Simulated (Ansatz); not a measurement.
In r²SCAN in the plane-wave PAW code Ansatz, LiNbO3 in the trigonal phase (R3c; Li on 6a, Nb on 6a, O on 18b) relaxes to a = 5.137 Å, c = 13.886 Å. Against the elements it lies at -2.77 eV/atom, with no fitted shifts.

It is gapped at this level: 4.00 eV (indirect). The screened hybrid HSE06 puts the gap at 5.04 eV. Gap from r²SCAN with spin–orbit coupling: 3.96 eV. The electron mass is 0.64, 1.0, 7.9 mₑ (principal values).

An equation-of-state fit gives a bulk modulus of 112 GPa. Bader charges are Li +0.91, Nb +2.87, O -1.26 e.

The r²SCAN relaxation kept the symmetry of its start. The run is not spin-polarised. The references are the lowest solids computed at this level, not always the standard phases (solids in place of the gases). Scalar-relativistic: spin–orbit coupling is off unless named, which matters more the heavier the elements.

Potentials: the later of the program's two PAW sets.
